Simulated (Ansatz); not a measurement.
Relaxed SrVO3 (cubic perovskite):

```
CELL_PARAMETERS angstrom
      3.85762     0.00000     0.00000
      0.00000     3.85762     0.00000
      0.00000     0.00000     3.85762
ATOMIC_POSITIONS crystal
  Sr 0.00000 0.00000 0.00000
  V  0.50000 0.50000 0.50000
  O  0.00000 0.50000 0.50000
  O  0.50000 0.50000 0.00000
  O  0.50000 0.00000 0.50000
```

In this cell atom 1 (Sr, nearest neighbour O at 2.728 Å; its periodic images, 3.9 Å or more away, move with it) is moved by s along Cartesian z, unit vector (0.000, 0.000, 1.000); all other atoms and the cell stay fixed.

Computed with PBE (plane waves to 420 eV, PAW, scalar-relativistic; Ansatz, an electronic-structure program). k mesh 10×10×10 (Γ-centred), Fermi-Dirac smearing 0.05 eV. With partly filled bands, energies and forces of such displacements shift with the k mesh and the smearing. F∥ is the force on the atom along that direction. SrVO3 is run without spin polarisation and with no Hubbard U. SrVO3 was relaxed with its symmetry unable to fall. 

| s (Å) | F∥ (eV/Å) |
|---|---|
| -0.550 | 2.996 |
| -0.440 | 2.199 |
| -0.330 | 1.522 |
| -0.220 | 0.949 |
| -0.110 | 0.454 |
| 0.000 | 0.000 |
| 0.110 | -0.454 |
| 0.220 | -0.949 |
| 0.330 | -1.522 |
| 0.440 | -2.199 |
| 0.550 | -2.996 |

Q: What is the force constant k = d²E/ds² of this move at s = 0?

A: 4.06 eV/Å². The forces along the line at the two nearest points give (0.454 − (-0.454)) / (2·0.110) = 4.13 eV/Å²; the next pair corrects for the finite step.

(A displaced cell: forces are minus the slopes of the energy, force constants its curvatures, and phonons follow from these.)
